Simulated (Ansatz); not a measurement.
Li:
```xyz
2
Lattice="0.0000 2.9495 2.9495 2.9495 0.0000 2.9495 2.9495 2.9495 0.0000" Properties=species:S:1:pos:R:3 pbc="T T T"
Li     1.4747     1.4747     1.4747
Li     0.0000     0.0000     0.0000
```

Relaxed with PBE. Special points in fractions of this cell's reciprocal vectors: Γ (0.000, 0.000, 0.000); X (0.500, 0.000, 0.500); U (0.625, 0.250, 0.625); K (0.375, 0.375, 0.750); L (0.500, 0.500, 0.500); W (0.500, 0.250, 0.750).

Task: List the band energies nearest the Fermi level at these points for the program Ansatz at the PBE level (PAW).

Result: In eV from the Fermi level; about four levels below and three above (degenerate sets whole), none deeper than 8.9 eV; points with the same levels are listed once.

```
k        below                above
-  -----------  -------------------
Γ        -3.37       5.55 5.55 5.55
X            –  0.07 0.07 2.21 2.21
U            –       0.10 0.48 0.78
L  -1.23 -0.36  4.19 4.19 6.99 6.99
W            –  0.59 0.59 1.10 1.10
```

Space group Fd-3m (diamond). A made-up cell: these elements were put on the sites of a structure type; neither database checked (COD, Materials Project) lists it. It is not the phase usual at ambient conditions (space group No. 229). The cell was relaxed with PBE under the symmetry of its start. At this level the phase is dynamically unstable (imaginary phonons).

Potentials: the later of the program's two PAW sets.
